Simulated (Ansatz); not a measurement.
A relaxed structure of BiPO₄. These are r2SCAN (plane waves to 500 eV, PAW, scalar-relativistic; Ansatz, a program for electronic structure) values and carry that method's errors.

```cif
data_Bi2O8P2
_chemical_formula_sum 'Bi2 P2 O8'
_space_group_name_H-M_alt 'P 1'
_space_group_IT_number 1
_cell_length_a 4.72934
_cell_length_b 7.10512
_cell_length_c 4.88383
_cell_angle_alpha 90.000
_cell_angle_beta 96.705
_cell_angle_gamma 90.000
loop_
_space_group_symop_operation_xyz
  'x, y, z'
loop_
_atom_site_label
_atom_site_type_symbol
_atom_site_fract_x
_atom_site_fract_y
_atom_site_fract_z
_atom_site_occupancy
Bi1 Bi 0.16268 0.75000 0.13995 1
Bi2 Bi 0.83732 0.25000 0.86005 1
P1 P 0.69339 0.75000 0.62595 1
P2 P 0.30661 0.25000 0.37405 1
O1 O 0.82589 0.58011 0.79063 1
O2 O 0.17411 0.41989 0.20937 1
O3 O 0.17411 0.08011 0.20937 1
O4 O 0.82589 0.91989 0.79063 1
O5 O 0.23600 0.25000 0.67592 1
O6 O 0.76400 0.75000 0.32408 1
O7 O 0.36760 0.75000 0.60495 1
O8 O 0.63240 0.25000 0.39505 1
```

Q: Find the space group and the Wyckoff positions (tolerance 0.01 Å).

A: Space group P2₁/m (No. 11); a = 4.7293 Å, b = 7.1051 Å, c = 4.8838 Å, α = γ = 90.00°, β = 96.70°

```csv
atom,site,symmetry,x,y,z
Bi,2e,m,0.1627,0.7500,0.1400
P,2e,m,0.3066,0.2500,0.3740
O,4f,1,0.1741,0.0801,0.2094
O,2e,m,0.2360,0.2500,0.6759
O,2e,m,0.6324,0.2500,0.3951
```

Q: Give the shortest distances between elements (the closest pairs, up to four, under 3.6 Å).

A: O–P 1.53 Å; Bi–O 2.18 Å; O–O 2.41 Å; Bi–P 3.15 Å.

```json
{
  "volume_per_atom": "13.58 Å³",
  "density": "6.19 g/cm³",
  "band_gap": "4.54 eV, indirect (valence top at D, conduction bottom at B) (no spin-orbit coupling)",
  "smallest_direct_gap": "4.79 eV at B"
}
```

No spin polarisation in the result.

The run could not lose the symmetry of its start; a randomly shaken copy of 12 atoms returns to this structure.
